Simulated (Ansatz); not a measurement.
SiO$_{2}$ (rutile)

```yaml
crystal:
  lattice:
    - [4.18475, 0.00000, 0.00000]
    - [0.00000, 4.18475, 0.00000]
    - [0.00000, 0.00000, 2.66845]
  atoms:
    - { symbol: Si, position: [0.50000, 0.50000, 0.50000] }
    - { symbol: Si, position: [0.00000, 0.00000, 0.00000] }
    - { symbol: O, position: [0.80610, 0.80610, 0.50000] }
    - { symbol: O, position: [0.30610, 0.69390, 0.00000] }
    - { symbol: O, position: [0.69390, 0.30610, 0.00000] }
    - { symbol: O, position: [0.19390, 0.19390, 0.50000] }
```

Scan: atom 5 (O, nearest neighbour Si at 1.760 Å; its periodic images, 2.7 Å or more away, move with it) is displaced along Cartesian [110], direction (0.707, 0.707, 0.000) in Cartesian axes, by s. The other atoms stay.

Computed with r2SCAN (plane waves to 500 eV, PAW, scalar-relativistic; Ansatz, a quantum-chemistry and plane-wave program). k mesh 7×7×10 (Γ-centred), Fermi-Dirac smearing 0.05 eV. Energies are smeared free energies. SiO2 was relaxed with its symmetry unable to fall. The PAW data are Ansatz's earlier set. ΔE is measured from the undisplaced structure.

| s (Å) | ΔE (meV/cell) |
|---|---|
| -0.350 | 800 |
| -0.280 | withheld |
| -0.210 | 283 |
| -0.140 | 125 |
| -0.070 | 31 |
| 0.000 | 0 |
| 0.070 | 31 |
| 0.140 | 125 |
| 0.210 | 283 |
| 0.280 | withheld |
| 0.350 | 800 |

Fit an even polynomial form (powers 2, 4) to the given rows and predict ΔE at s = -0.280.

Least squares on the 9 given rows: ΔE = (6351)·s² + (1463)·s⁴, in meV/cell with s in Å; root-mean-square residual 0.1 meV/cell. At -0.280 the fit gives 507 meV/cell; the calculation gives 508 meV/cell, so the interpolation is off by -1 (-0.2 %). The quadratic term alone would give 498 meV/cell.

(For displaced atoms, the force is minus the slope of the energy, and its curvature is a force constant, which sets phonon frequencies.)
